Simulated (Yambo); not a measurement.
Yambo run on KF (rock salt, space group Fm-3m, No. 225). The wavefunctions are PBEsol (pw.x of Quantum ESPRESSO, ONCV potentials, no spin-orbit coupling) ones on a 4×4×4 mesh (8 occupied bands); a = 3.749 Å, b = 3.749 Å, c = 3.749 Å, α = 60.00°, β = 60.00°, γ = 60.00°.

Yambo input:

```
rim_cut
gw0
dyson
el_el_corr
HF_and_locXC
ppa
em1d
RandQpts= 1000000
RandGvec= 1 Ry
EXXRLvcs= 84 Ry
VXCRLvcs= 336 Ry
Chimod= "HARTREE"
% BndsRnXp
 1 | 140 |
%
NGsBlkXp= 2 Ry
% LongDrXp
 1.0 | 1.0 | 1.0 |
%
PPAPntXp= 27.2114 eV
% GbndRnge
 1 | 140 |
%
GTermKind= "BG"
DysSolver= "n"
ExtendOut
% QPkrange
 1 | 1 | 8 | 9 |
%
```

k points by index: 1 = Γ.

The o-*.qp file then holds:

```
#    K-point    Band    Eo [eV]    E [eV]    E-Eo [eV]    Vxc [eV]    Vnlxc [eV]    Sc|Eo [eV]    Sc|E [eV]    dSc/dw|Eo [eV]    Re(Z)    Im(Z)
#
    1    8    0.000000    -3.026086    -3.026086    -21.67158    -29.47624    4.174476    4.778580    -5.432022    0.833594    -0.001052
    1    9    6.181482    7.142874    0.961392    -8.326334    -4.163997    -3.094289    -3.200945    -3.018612    0.900145    -0.581401E-3
```
(The two width columns are left out.) Convergence of these settings isn't established.

Geometry relaxed with PBEsol.
